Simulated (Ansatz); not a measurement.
BiRhS:
```
BiRhS
1.0
    6.18264     0.00000     0.00000
    0.00000     6.18264     0.00000
    0.00000     0.00000     6.18264
Bi Rh S
4 4 4
Direct
  0.12774   0.62774   0.87226
  0.37226   0.37226   0.37226
  0.62774   0.87226   0.12774
  0.87226   0.12774   0.62774
  0.47951   0.97951   0.52049
  0.02049   0.02049   0.02049
  0.97951   0.52049   0.47951
  0.52049   0.47951   0.97951
  0.88151   0.38151   0.11849
  0.61849   0.61849   0.61849
  0.38151   0.11849   0.88151
  0.11849   0.88151   0.38151
```

Relaxed with r²SCAN. Special points in fractions of this cell's reciprocal vectors: Γ (0.000, 0.000, 0.000); X (0.000, 0.500, 0.000); M (0.500, 0.500, 0.000); R (0.500, 0.500, 0.500); X1 (0.500, 0.000, 0.000).

Question: List the band energies nearest the valence-band maximum at these points for the program Ansatz at the r²SCAN level (PAW).

Answer: In eV from the valence-band maximum; about four levels below and three above (degenerate sets whole), none deeper than 8.9 eV; points with the same levels are listed once.

| k | below | above |
|---|---|---|
| Γ | -1.30 -1.30 -1.30 -0.72 -0.72 -0.72 | 0.70 0.70 0.70 |
| X | -0.83 -0.83 -0.51 -0.51 | 1.01 1.01 2.22 2.22 |
| M | -0.53 -0.53 -0.32 -0.32 | 1.43 1.43 1.59 1.59 |
| R | -0.85 -0.85 -0.85 -0.85 | 0.63 0.63 0.63 0.63 |

Space group P2_13. The workflow started from a Materials Project entry (that database holds measured and hypothetical structures alike); the Crystallography Open Database copy checked does not list it. Its standing as an ambient phase is unchecked. The r²SCAN relaxation kept the symmetry of its start; its stability against distortions is not shown here. No spin polarisation was allowed. Spin–orbit coupling is left out wherever it is not named.

Potentials: the later of the program's two PAW sets.
